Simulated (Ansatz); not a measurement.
W:
```yaml
crystal:
  lattice:
    - [-1.57727, 1.57727, 1.57727]
    - [1.57727, -1.57727, 1.57727]
    - [1.57727, 1.57727, -1.57727]
  atoms:
    - { symbol: W, position: [0.00000, 0.00000, 0.00000] }
```

Relaxed with PBEsol. Special points in fractions of this cell's reciprocal vectors: Γ (0.000, 0.000, 0.000); H (0.500, -0.500, 0.500); N (0.000, 0.000, 0.500); P (0.250, 0.250, 0.250).

Problem. List the band energies nearest the Fermi level at these points for plane-wave PAW PBEsol (Ansatz code).

Solution. In eV from the Fermi level; about four levels below and three above (degenerate sets whole), none deeper than 8.9 eV; … stands for higher levels left out; points with the same levels are listed once.

```json
[
 {"k": "Γ", "below": "-1.25 -1.25 -1.25", "above": "2.26 2.26 …"},
 {"k": "H", "below": "-5.93 -5.93", "above": "5.26 5.26 5.26"},
 {"k": "N", "below": "-6.35 -3.62", "above": "0.75 2.16 3.16"},
 {"k": "P", "below": "-2.98 -2.98 -2.98", "above": "3.33 3.33 6.67"}
]
```

Space group Im-3m (bcc (W type)). The PBEsol relaxation kept the symmetry of its start. The run is not spin-polarised. Scalar-relativistic: spin–orbit coupling is off unless named, which matters more the heavier the elements.

Potentials: the earlier of the program's two PAW sets. The files were generated under PBE; for other functionals the program regenerates the frozen cores, and for LDA and PBEsol the local potential too.
